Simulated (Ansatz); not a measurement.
# Ionic part of the dielectric constant of Mg$_{5}$ZnS$_{6}$, mode by mode

Level of theory: DFT PBE, scalar-relativistic, plane waves, PAW in Ansatz. Cutoff 420 eV, 6×6×4 k-points (Γ-centred), fixed occupations. No spin polarisation. Phonons by linear response, acoustic sum rule imposed.

Space group P31m (No. 157), trigonal, a = 6.961 Å, c = 6.467 Å. Around Mg on a site of symmetry m lie 4 S at 2.45–2.47 Å; Mg on a site of symmetry 3 has 4 S at 2.47–2.48 Å; Zn is surrounded by 4 S at 2.37–2.38 Å; S on a site of symmetry m is surrounded by 1 Zn at 2.38 Å and 3 Mg at 2.47–2.48 Å; around S on a site of symmetry 3 lie 4 Mg at 2.45–2.47 Å; around S on a site of symmetry 3m lie 1 Zn at 2.37 Å and 3 Mg at 2.45 Å.

The cell was found from a structure generator's guess, not taken from experiment.

The primitive cell has V = 271.37 Å³ and ε∞,zz = 4.350. Each polar mode adds Δε = (4.92064×10⁷/V)·S/ν² along z, with S its oscillator strength in e²/amu, ν in cm⁻¹ and V in Å³.

Q: From these modes, find each Δε and ε0,zz.
```csv
ν (cm⁻¹),S_zz (e²/amu)
114.48,0.00392
233.25,0.02917
257.45,0.05129
284.31,0.219
311.49,1.298
317.30,0.0002
323.28,0.00825
```

A:
```tsv
ν (cm⁻¹)	Δε
114.48	0.05
233.25	0.10
257.45	0.14
284.31	0.49
311.49	2.43
317.30	0.00
323.28	0.01
```

The sum is 3.22, so ε0,zz = 7.57; the run's tensor has 7.57.

The modes are given without the long-range field that lifts LO modes in polar crystals.
